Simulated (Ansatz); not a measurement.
Al2Cu at a changed volume — Cu-63 nuclear quadrupole resonance

Cell: an entry of the Crystallography Open Database (COD), relaxed with PBE at fixed cell and then changed (volume scaled by 1.06, ions relaxed).

Space group I4/mcm (No. 140); a = 6.1860, c = 4.9727 Å.

```csv
site,Wyckoff,site symmetry,x,y,z
Al,8h,m.2m,0.1587,0.6587,0.5000
Cu,4a,422,0.0000,0.0000,0.7500
```

One atom of each set is listed; the run and its k-mesh use a cell of 6 atoms with edges of 5.03, 5.03, 5.03 Å.

Level of theory: DFT, PBE, plane waves and PAW, scalar-relativistic, 420 eV cutoff, Γ-centred 12×12×12 k-points, Fermi–Dirac smearing 0.05 eV (Ansatz 0.2.0).

Cu-63: I = 3/2, Q = -220.0 mb (year-2017 value). Static lattice, zero field.

(1) Predict the zero-field Cu-63 lines of each site.

(2) And for ⁶⁵Cu (I = 3/2, Q = -204.0 mb) on Cu?

Results:

(1) For I = 3/2 there is one line, ν = (|C_Q|/2)(1 + η²/3)^½.

```json
{"site": "Cu", "atoms": "2", "V_zz (10²¹ V/m²)": "-2.58", "C_Q (MHz)": "13.7", "η": "0.00", "line frequencies (MHz)": "6.87"}
```

(2) C_Q scales with Q to 12.7 MHz, with lines at 6.37 MHz.

An axis of threefold or higher order runs through Cu, so V_zz lies along it and η is zero.

With no gap above 0.1 eV, as in a metal, the gradients converge slowly in k; expect changes of a tenth or more on a denser mesh. At this changed cell the PBE pressure is -5 GPa.

The relaxation (2 steps) took 36 s of wall time (36 s of CPU time) and 0.78 GiB at its peak, on 1 thread of Intel Xeon Platinum 8488C (Sapphire Rapids) (x86_64; 16 cores open to the job, memory cap 3.0 GiB, no GPU), a shared host with a load of 0.3 a core.
